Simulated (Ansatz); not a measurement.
Input and output for LiMg: DFT, LDA, all-electron LAPW, scalar-relativistic (Ansatz 0.2.0).

The cell comes from a relaxation on PAW files under the same functional, begun from a database entry that needn't be the ground state.

Command: `ansatz run input.yaml --threads 1 --pin off --max-ram 2048MiB --backend cpu --events-out ev --progress --plain --runs-dir out` It took 45 s on 1 thread of Arm Neoverse N1, with other jobs on the host, peak memory 0.51 GiB.

```yaml
crystal:
  lattice:
    - [1.5248111501, 0.880350128, 4.9174101038]
    - [-1.5248111501, 0.880350128, 4.9174101038]
    - [0.0, -1.760700256, 4.9174101038]
  atoms:
    - { symbol: Li, position: [0.0, 0.0, 0.0] }
    - { symbol: Mg, position: [0.5, 0.5, 0.5] }
kpoints:
  mp_grid: { grid: [16, 16, 16] }
  band_path:
    path:
      - [0.0, 0.0, 0.0]
      - [0.5, 0.5, 0.5]
      - [0.8119661761, 0.1880338239, 0.5]
      - [0.5, -0.1880338239, 0.1880338239]
      - [0.5, 0.0, 0.0]
      - [0.0, 0.0, 0.0]
      - [0.344016912, -0.344016912, 0.0]
      - [0.655983088, 0.0, 0.344016912]
      - [0.5, 0.0, 0.5]
    npoints: 14
scf:
  occupations: { method: fermi_dirac, width: 0.05 }
hamiltonian:
  xc: lda
  pseudopotentials: { kind: all_electron, lapw: { basis_error: 0.0005 } }
output:
  forces: true
  stress: true
  eigenvalues: true
  populations: true
  dos: { projected: true, de: 0.2, e_range: [-14, 8] }
```

Output:

```
Li: projections on atomic orbitals take those of the free atom 1s2 2s1, of charge +0.00 (hamiltonian.pseudopotentials.projection_atoms)
Mg: projections on atomic orbitals take those of the free atom 1s2 2s2 2p6 3s2, of charge +0.00 (hamiltonian.pseudopotentials.projection_atoms)
LAPW: plane waves up to 5.946 Å⁻¹, error target 5.0e-4 eV per atom; small_component_spin mean_spin; Li in spheres of 1.499 Å, 3 of its electrons in bands, Dirac shells []; Mg in spheres of 1.525 Å, 10 of its electrons in bands, Dirac shells [] (how accurate: hamiltonian.pseudopotentials.lapw.basis_error, Limitations)
Engine: ansatz 0.2.0
Pseudopotentials: kind: all_electron
Pseudopotential: Li, LAPW, valence charge 3, lapw/all_electron/scalar/gaussian/Li, Koelling and Harmon's equation, gaussian nucleus
Pseudopotential: Mg, LAPW, valence charge 10, lapw/all_electron/scalar/gaussian/Mg, Koelling and Harmon's equation, gaussian nucleus
Functional definition: SPW92
  exchange = slater_x
  correlation = pw_c
Crystal: 2 atoms, lattice volume = 39.606 Å³
Basis set: ecut = 134.71683161451543 eV, 135 PW (Γ), FFT grids on a1−a3, a2−a3, a3, exchange–correlation at level 2
Bands: 11, of which v1, the nominal top of the filled ones, is band 7 counted from 1 (6 counted from 0)
Symmetry: 12 space group operations
Space group: R-3m (ITA 166), of the structure as read, at distance tolerance 3.4e-5 Å
k-points: 417 of 4096
Non-local potential: Li, projectors of the file, none
Non-local potential: Mg, projectors of the file, none
Initial density: superposition of atomic densities (chi_scale 0.1, normalization cell, long waves kept (reshape's long-wave potential 0.00 eV rms))
Initial wavefunctions: plane waves of lowest kinetic energy (no species holds an atomic orbital)
Functional: x = slater, c = lda
iter 1 solved again at ethr=2.02e-3 eV; its pass at ethr=1.00e-1 eV (dr2=2.62e-1 eV) is discarded
SCF iter   1: F=—  HF=-5631.077769 eV  |F-HF|=—  |Δ(HF+E_count)|=         —  Δρ=1.24e-2  dr2=2.62e-1  ethr=2.02e-3  ⟨swp⟩=2.2  Hψ=33794  notcnv=0
preconditioner: auto → none  [metal: Δε(μ)=0.007 eV  Ē_g=7.537 eV  σ=0.050 eV  W_gap=0.04  n_scr=2 (ndim 8)  ℏωp=10.2 eV  f_vac=0.000  D(μ)=0.86/eV (n_scr^D=2)  sad-step TF]
SCF iter   2: F=—  HF=-5631.010570 eV  |F-HF|=—  |Δ(HF+E_count)|=   6.72e-2  Δρ=7.82e-3  dr2=1.04e-1  ethr=2.01e-3  ⟨swp⟩=2.0  Hψ=15023  notcnv=0
iter 3 solved again at ethr=7.63e-5 eV; its pass at ethr=7.99e-4 eV (dr2=9.92e-3 eV) is discarded
SCF iter   3: F=—  HF=-5630.977333 eV  |F-HF|=—  |Δ(HF+E_count)|=   3.32e-2  Δρ=2.43e-3  dr2=9.93e-3  ethr=7.63e-5  ⟨swp⟩=2.0  Hψ=25205  notcnv=0
SCF iter   4: F=—  HF=-5630.974521 eV  |F-HF|=—  |Δ(HF+E_count)|=   2.81e-3  Δρ=4.93e-4  dr2=2.49e-4  ethr=7.63e-5  ⟨swp⟩=2.0  Hψ=13685  notcnv=0
SCF iter   5: F=—  HF=-5630.974457 eV  |F-HF|=—  |Δ(HF+E_count)|=   6.44e-5  Δρ=6.15e-5  dr2=3.33e-6  ethr=1.92e-6  ⟨swp⟩=2.0  Hψ=13237  notcnv=0
SCF iter   6: F=-5630.974452 eV  HF=-5630.974452 eV  |F-HF|=5.13e-8  |Δ(HF+E_count)|=   4.66e-6  Δρ=9.78e-6  dr2=5.13e-8  ethr=2.56e-8  ⟨swp⟩=2.0  Hψ=13216  notcnv=0
SCF 1 converged in 6 iterations: F = -5630.974452 eV  dr2 = 5.13e-8
NSCF: frozen V_eff on 113 k-points
SCF converged after 6 iterations
Free energy (F): -5630.974452 eV
Harris-Foulkes:  -5630.974452 eV  (|F-HF|=5.13e-8)
Internal energy: -5630.967248 eV  (E = F + TS)
E sigma→0 (E₀):  -5630.970850 eV
Entropy (-TS):   -0.007205 eV (-3.602 meV/atom)
Fermi energy:    3.548595 eV
--- Per-component energies (eV) ---
  E_band       = -457.131821
  E_kinetic    = 5629.152804
  E_xc         = -472.090811
  E_electrostatic = -10788.029241  (all electrons and nuclei)
  E_smearing   = -0.007205  (= −TS)
  E_closure    = 0.000000  (closes the sum)
  E_atoms      = -5627.084885  (free atoms, spherical and without spin; not in F)
  Σ components = -5630.974452   (vs F -5630.974452, Δ=0.00e0)
  Basis errors (estimates in eV, not in F): energy 7.5e-5 per atom: plane waves 7.0e-5 (3.6e-5 summed), levels above the bands 1.3e-64, relativity 2.0e-10, radial functions 4.7e-6, core shells 1.2e-13; eigenvalues (radial functions only) 5.1e-6; not estimated: angular momenta, meshes, grids; target (lapw.basis_error) 5.0e-4; muffin-tin radii Li 1.499 Å, Mg 1.525 Å
--- Forces (eV/Å), atoms counted from 1 ---
  atom   1  Li    -0.00000000     0.00000000     0.00000000
  atom   2  Mg    -0.00000000     0.00000000     0.00000000
  max |Σ_I F_I| component: 5.26e-31 eV/Å
--- Stress (GPa, compression-positive) ---
        0.050166       0.000000      -0.000000
        0.000000       0.050166      -0.000000
       -0.000000      -0.000000       0.056230
  P = ⅓ Tr σ = 0.0522 GPa (0.522 kbar)
--- Band table (eV; the first three rows and the last of 417) ---
  k-point 0: bands = ["-71.5912", "-41.8436", "-39.0126", "-38.9880", "-38.9880", "-2.3533", "2.6964", "4.8741", "16.2193", "16.2193", "16.7661"]
  k-point 1: bands = ["-71.5910", "-41.8431", "-39.0124", "-38.9896", "-38.9884", "-2.2724", "2.7562", "4.9469", "15.0347", "15.6710", "16.3031"]
  k-point 2: bands = ["-71.5906", "-41.8416", "-39.0118", "-38.9941", "-38.9895", "-2.0303", "2.9349", "5.1617", "13.1150", "14.9121", "15.0911"]
  k-point 416: bands = ["-71.5912", "-41.8437", "-39.0124", "-38.9880", "-38.9880", "-1.8699", "0.5329", "9.7123", "11.5404", "15.4213", "15.4213"]
--- Löwdin populations: 2 sites ---
  site symbol       q [e]
     0     Li      3.0462
     1     Mg     11.3759
  spilling = 0.038529 (of n_electrons = 15.000000)
```

populations.tsv:

```
# site	symbol	l	j	q
# orbitals = lowdin
# n_electrons = 15.000000
# spilling = 0.038529
# projection_atom_Li: 1s2 2s1
# projection_atom_Mg: 1s2 2s2 2p6 3s2
0	Li	0_1S	-	1.994074
0	Li	0_2S	-	1.052131
1	Mg	0_1S	-	1.999923
1	Mg	0_2S	-	1.995072
1	Mg	0_3S	-	1.381312
1	Mg	1_2P	-	5.999551
```

Next run (cell and atoms relaxed), as changes to the input before:

```diff
   mp_grid: { grid: [16, 16, 16] }
-  band_path:
-    path:
-      - [0.0, 0.0, 0.0]
-      - [0.5, 0.5, 0.5]
-      - [0.8119661761, 0.1880338239, 0.5]
-      - [0.5, -0.1880338239, 0.1880338239]
-      - [0.5, 0.0, 0.0]
-      - [0.0, 0.0, 0.0]
-      - [0.344016912, -0.344016912, 0.0]
-      - [0.655983088, 0.0, 0.344016912]
-      - [0.5, 0.0, 0.5]
-    npoints: 14
 scf:
   eigenvalues: true
-  populations: true
-  dos: { projected: true, de: 0.2, e_range: [-14, 8] }
+relax:
+  f_tol: 0.005
+  max_steps: 12
+  cell: {}
```

Results part of the output:

```
basis re-selected at this cell: Δ(F+E_penalty+E_count) = -2.541e-8 eV, ΔP = +0.000 GPa vs the last step (what re-selecting the basis moved, after the strain that the cell walked since its last selection, with what the two solves' SCF thresholds leave and, on support functions, any second-order correction that the steps lacked; it is no measure of the basis error at this ecutwfc). This SCF's stress stands 9.15e-3 GPa from its target on what of the cell is left free (relax.cell.stress_tol is 5.00e-2 GPa) and its largest allowed force component is 2.63e-31 eV/Å (relax.f_tol is 5.00e-3 eV/Å): within both
SCF converged after 2 iterations
Free energy (F): -5630.974430 eV
Harris-Foulkes:  -5630.974430 eV  (|F-HF|=2.54e-9)
Internal energy: -5630.967210 eV  (E = F + TS)
E sigma→0 (E₀):  -5630.970820 eV
Entropy (-TS):   -0.007219 eV (-3.610 meV/atom)
Fermi energy:    3.538860 eV
--- Per-component energies (eV) ---
  E_band       = -457.286118
  E_kinetic    = 5629.139365
  E_xc         = -472.080430
  E_electrostatic = -10788.026145  (all electrons and nuclei)
  E_smearing   = -0.007219  (= −TS)
  E_closure    = 0.000000  (closes the sum)
  E_atoms      = -5627.084885  (free atoms, spherical and without spin; not in F)
  Σ components = -5630.974430   (vs F -5630.974430, Δ=0.00e0)
  Basis errors (estimates in eV, not in F): energy 6.9e-5 per atom: plane waves 6.6e-5 (3.5e-5 summed), levels above the bands 1.6e-64, relativity 2.5e-10, radial functions 3.5e-6, core shells 1.1e-13; eigenvalues (radial functions only) 3.2e-6; not estimated: angular momenta, meshes, grids; target (lapw.basis_error) 5.0e-4; muffin-tin radii Li 1.455 Å, Mg 1.480 Å
--- Forces (eV/Å), atoms counted from 1 ---
  atom   1  Li     0.00000000     0.00000000     0.00000000
  atom   2  Mg     0.00000000     0.00000000     0.00000000
  max |Σ_I F_I| component: 3.68e-30 eV/Å
--- Stress (GPa, compression-positive) ---
        0.005213      -0.000000       0.000000
       -0.000000       0.005213      -0.000000
        0.000000      -0.000000       0.009147
  P = ⅓ Tr σ = 0.0065 GPa (0.065 kbar)
--- Band table (eV; the first three rows and the last of 417) ---
  k-point 0: bands = ["-71.6041", "-41.8566", "-39.0255", "-39.0011", "-39.0011", "-2.3585", "2.6869", "4.8595", "16.1967", "16.1967", "16.7460"]
  k-point 1: bands = ["-71.6040", "-41.8561", "-39.0253", "-39.0026", "-39.0014", "-2.2777", "2.7466", "4.9323", "15.0144", "15.6494", "16.2815"]
  k-point 2: bands = ["-71.6035", "-41.8546", "-39.0247", "-39.0071", "-39.0025", "-2.0358", "2.9251", "5.1471", "13.0964", "14.8913", "15.0702"]
  k-point 416: bands = ["-71.6041", "-41.8567", "-39.0254", "-39.0011", "-39.0011", "-1.8757", "0.5251", "9.6935", "11.5171", "15.4017", "15.4017"]
--- Relaxed structure (2 steps of the walk, 2 accepted, 1 SCFs on fresh bases) ---
  F+E_penalty+E_count = -5630.97442953 eV   max|allowed force component| = 2.630e-31 eV/Å   (the final SCF, on the basis selected at the relaxed cell)
  cell:  # Å, volume = 39.6731 Å³
    - [1.525570649426408, 0.8807886251141289, 4.920854530999953]
    - [-1.525570649426408, 0.8807886251141289, 4.920854530999953]
    - [4.466154929687677e-34, -1.7615772502282578, 4.920854530999953]
  atoms:
    - { symbol: Li, position: [-3.2892221198043045e-37, 3.2892221198043045e-37, -9.943200293647356e-71] }
    - { symbol: Mg, position: [0.4999999999999999, 0.4999999999999999, 0.4999999999999999] }
```
